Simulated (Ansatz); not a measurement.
TiS:
```cif
data_STi
_chemical_formula_sum 'Ti1 S1'
_space_group_name_H-M_alt 'P-6m2'
_space_group_IT_number 187
_space_group_name_Hall 'P -6 2'
_cell_length_a 3.19507
_cell_length_b 3.19507
_cell_length_c 3.15887
_cell_angle_alpha 90.000
_cell_angle_beta 90.000
_cell_angle_gamma 120.000
loop_
_atom_site_label
_atom_site_type_symbol
_atom_site_symmetry_multiplicity
_atom_site_Wyckoff_symbol
_atom_site_fract_x
_atom_site_fract_y
_atom_site_fract_z
_atom_site_occupancy
Ti1 Ti 1 e 0.66667 0.33333 0.00000 1
S1 S 1 b 0.00000 0.00000 0.50000 1
```

Relaxed at zero pressure with LDA in the plane-wave PAW code Ansatz.

### Question
The volume is lowered by 3 % and shape and atoms relax at that volume. What pressure results, and how do the axes share the change?

### Answer
5.3 GPa; a -1.2 %, b -1.2 %, c -0.6 %; the energy rises by 7 meV/atom.

### Question
Give the new structure.

### Answer

Space group P-6m2 (No. 187); a = b = 3.157 Å, c = 3.139 Å, α = β = 90.00°, γ = 120.00°

| atom | site | symmetry | x | y | z |
|---|---|---|---|---|---|
| Ti | 1e | -6m2 | 0.6667 | 0.3333 | 0.0000 |
| S | 1b | -6m2 | 0.0000 | 0.0000 | 0.5000 |

The phase is kept; no other phase was compared at this pressure.

The workflow started from a Materials Project entry (that database holds measured and hypothetical structures alike); the Crystallography Open Database copy checked does not list it. COD files the formula under space group No. 166, 194, so this cell is another polymorph or a model. Its standing as an ambient phase is unchecked. Symmetry was held in the LDA relaxation; of distortions, only those at the zone centre were tested. The run is not spin-polarised.

Potentials: the later of the program's two PAW sets.
